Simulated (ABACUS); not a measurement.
A self-consistent single point of a (001) slab of AlCr2C (cut from a parent of space group no. 194; 8 atoms in the cell).

```xyz
8
Lattice="2.8584 0.0000 0.0000 -1.4292 2.4755 0.0000 0.0000 0.0000 21.5295" Properties=species:S:1:pos:R:3 pbc="T T T"
Al     1.4292     0.8252     7.0785
Al     0.0000     1.6503    13.3792
Cr     0.0000     1.6503     9.1570
Cr     1.4292     0.8252    11.3007
Cr     1.4292     0.8252    15.4576
Cr     0.0000     1.6503     5.0000
C      0.0000     0.0000    10.2288
C      0.0000     0.0000    16.4895
```

Computed with PBE, PseudoDojo 0.5 standard norm-conserving PBE (tails mended) pseudopotentials (plane waves; ABACUS).

ABACUS settings:

* **KPT**: Gamma 6 6 1 0 0 0
* **basis_type**: pw
* **ecutwfc**: 94 Ry
* **smearing_method**: fd
* **smearing_sigma**: 0.00734986 Ry
* **potentials**: PseudoDojo 0.5 standard norm-conserving PBE (tails mended)
* **symmetry**: 1
* **symmetry_prec**: 1e-05
* **ks_solver**: dav_subspace
* **scf_nmax**: 100
* **scf_thr**: 1.0e-09 Ry
* **mixing_type**: broyden

Results:

Number of valence electrons: 70
Number of bands: 45
Number of k-points after the program's reduction: 7
Number of plane waves (most at a k-point): 15875
Number of SCF iterations: 38
FFT grid: 36 × 36 × 256
Free energy E − TS: -10138.1793 eV
Fermi level (on the code's own zero): 6.44 eV
Pressure averaged over the cell with its vacuum: -5.48 GPa
Largest force (vector length): 2.622 eV/Å

Forces (eV/Å):
```
atom     Fx     Fy      Fz
----  -----  -----  ------
Al1   0.000  0.000  -0.476
Al2   0.000  0.000  -0.308
Cr3   0.000  0.000   0.354
Cr4   0.000  0.000  -0.177
Cr5   0.000  0.000   2.622
Cr6   0.000  0.000   0.285
C7    0.000  0.000  -0.034
C8    0.000  0.000  -2.266
```

For comparison: a first run was changed to give this one (atom 8 moved by -0.04 angstrom along z), and from it to this one the free energy falls by 12.6 meV/atom and the largest force goes from 3.090 to 2.622 eV/Å.

The run has no spin polarisation, so moments on Cr cannot form. Forces above 1 eV/Å remain at this geometry. No dipole correction was used; where the two faces of such a cut differ, images can couple through a dipole. The bare cut can leave dangling bonds, and the run has no spin polarisation, so a lower magnetic or reconstructed surface may exist. No clean gap shows at this smearing width and mesh (spacing up to 0.42 Å⁻¹); the mesh is coarse for partly filled bands, so the values carry mesh errors.

Cost on one core: around 4 core-minutes (rough).

“Tails mended”: in these copies of the files the far tail of each local potential was reset to the Coulomb form.
